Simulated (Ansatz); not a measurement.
Relaxed-ion elastic tensor of Ga2Pt (fluorite or antifluorite type, Fm-3m) in GPa (Voigt order), DFT-PBEsol in the program Ansatz with PAW potentials; density 10.71 g/cm³, 17.28 Å³ per atom.

```
 152   121   121   0.0   0.0   0.0
 121   152   121   0.0   0.0   0.0
 121   121   152   0.0   0.0   0.0
 0.0   0.0   0.0  30.0   0.0   0.0
 0.0   0.0   0.0   0.0  30.0   0.0
 0.0   0.0   0.0   0.0   0.0  30.0
```

Question: Is the crystal mechanically stable?

Answer: Yes: the smallest eigenvalue of C is 30.0 GPa.

Question: Work out the Voigt, Reuss and Hill averages.

Answer: K_V = 131, K_R = 131, K_H = 131; G_V = 24.2, G_R = 21.8, G_H = 23.0 GPa.

Question: Give Young's modulus, Poisson's ratio, Pugh's ratio and the universal anisotropy index.

Answer: E = 9KG/(3K + G) = 65.2 GPa; ν = 0.42; K/G = 5.72 (ductile by the Pugh limit of 1.75); A_U = 5G_V/G_R + K_V/K_R − 6 = 0.54.

Question: Estimate the sound speeds and the Debye temperature.

Answer: v_l = √((K + 4G/3)/ρ) = 3890 m/s, v_t = √(G/ρ) = 1460 m/s, mean 1660 m/s; Θ = (h/k)(3n/4πV)^(1/3) v_m = 191 K.

Question: Give the Zener ratio and Young's modulus along [100], [110] and [111].

Answer: A = 2C44/(C11 − C12) = 1.93; 1/E = S11 − 2(S11 − S12 − S44/2)Γ with Γ = 0, 1/4, 1/3 gives 44.7, 68.6, 83.5 GPa.

Question: Solve the Christoffel equation for the three sound speeds along [100], [110], [111].

Answer: Eigenvalues of C_ijkl n_j n_l equal ρv². In km/s, slowest first: [100] 1.67, 1.67, 3.77; [110] 1.20, 1.67, 3.94; [111] 1.38, 1.38, 4.00.

The first step of the workflow began from a Materials Project structure, measured or hypothetical; the Crystallography Open Database files this formula in space group No. 225, but the cells were not matched. Whether it is the stable phase at ambient conditions was not checked. Symmetry was held in the PBEsol relaxation; of distortions, only those at the zone centre were tested. The run is not spin-polarised. As this level gives no gap, shear constants depend on the k-mesh and smearing (Fermi–Dirac, 0.1 eV here). Scalar-relativistic: spin–orbit coupling is off unless named, which matters more the heavier the elements.

Potentials: the later of the program's two PAW sets.
